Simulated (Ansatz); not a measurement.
All numbers below come from DFT PBE, scalar-relativistic, plane waves, PAW (Ansatz). All cells share a 420 eV cutoff and Γ-centred k meshes spaced at most about 0.3 Å⁻¹ (about 0.25 or finer for metals, 2π included). No spin polarisation in the final relaxations.

These are static total energies at zero pressure.

Two relaxed structures of Ge4MoW:

A.

```
CELL_PARAMETERS angstrom
2.36198 -4.14314 0.00000
2.36198 4.14314 0.00000
0.00000 0.00000 4.72344
ATOMIC_POSITIONS crystal
Ge 0.33769 0.66231 0.00000
Ge 0.83812 0.16188 0.50000
Ge 0.66231 0.33769 0.00000
Ge 0.16188 0.83812 0.50000
Mo 0.00000 0.00000 0.00000
W 0.50000 0.50000 0.50000
```

B.

```
CELL_PARAMETERS angstrom
3.33975 0.00000 0.00000
0.00000 3.33975 0.00000
0.00000 0.00000 8.28819
ATOMIC_POSITIONS crystal
Ge 0.00000 0.00000 0.33856
Ge 0.50000 0.50000 0.83726
Ge 0.00000 0.00000 0.66144
Ge 0.50000 0.50000 0.16274
Mo 0.50000 0.50000 0.50000
W 0.00000 0.00000 0.00000
```

Task: Which arrangement of the elements on these sites is preferred, and by what margin?

Result: They are level within the accuracy (under 1 meV/atom apart). The two share one framework of sites and differ in which element sits where. A has space group Cmmm (No. 65), 15.4 Å³/atom and no gap on its mesh; B has space group P4/mmm (No. 123), 15.4 Å³/atom and no gap. Counting Ge atoms around Mo and W (those within 1.25 times the shortest such distance or 1.15 times the sum of covalent radii), A and B both have Mo 10, W 10. In A, around Ge on its first site lie 5 Ge at 2.69–2.77 Å, 2 W at 2.72 Å, 3 Mo at 2.72–2.80 Å and 4 Ge at 3.34 Å; Mo has 10 Ge at 2.72–2.80 Å and 4 W at 3.34 Å; W has 10 Ge at 2.72–2.80 Å and 4 Mo at 3.34 Å; 1 more site not described. In B, Ge on its first site has 5 Ge at 2.68–2.77 Å, 4 Mo at 2.71 Å, 1 W at 2.81 Å and 4 Ge at 3.34 Å; around Mo lie 10 Ge at 2.71–2.80 Å and 4 Mo at 3.34 Å; W is surrounded by 10 Ge at 2.72–2.81 Å and 4 W at 3.34 Å; 1 more site not described. Both come from invented guesses.

For metals, differences of a few meV/atom aren't resolved. These runs have no spin–orbit coupling, which can matter for W. Cells relaxed within their symmetry can be saddle points.
